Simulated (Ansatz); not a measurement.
Input:

Te2Mo:
```xyz
6
Lattice="3.4730 0.0000 0.0000 -1.7365 3.0077 0.0000 0.0000 0.0000 13.7765" Properties=species:S:1:pos:R:3 pbc="T T T"
Te     0.0000     2.0052     8.5363
Te     1.7365     1.0026     5.2401
Te     1.7365     1.0026     1.6481
Te     0.0000     2.0052    12.1284
Mo     0.0000     2.0052     3.4441
Mo     1.7365     1.0026    10.3324
```

This is the LDA-relaxed structure. x, y and z are the axes in which the lattice vectors are written.

Q: All from DFT-LDA in the program Ansatz with PAW potentials, unless another level is named. Predict the Poisson's ratio.

A: 0.18.

Q: Next, the highest zone-centre frequency (without LO–TO term)?

A: 36.7 meV.

Q: Predict the elastic constants (relaxed ions, GPa).

A: C11 = 140, C12 = 33.6, C13 = 14.4, C33 = 52.1, C44 = 25.9.

Space group P6_3/mmc. The cell was relaxed with LDA under the symmetry of its start. The run is not spin-polarised. A crystal of weakly bound layers computed without a dispersion correction: the cell and the soft elastic constants depend strongly on that. Spin–orbit coupling is left out wherever it is not named.

Potentials: the earlier of the program's two PAW sets. The files were generated under PBE; for other functionals the program regenerates the frozen cores, and for LDA and PBEsol the local potential too.
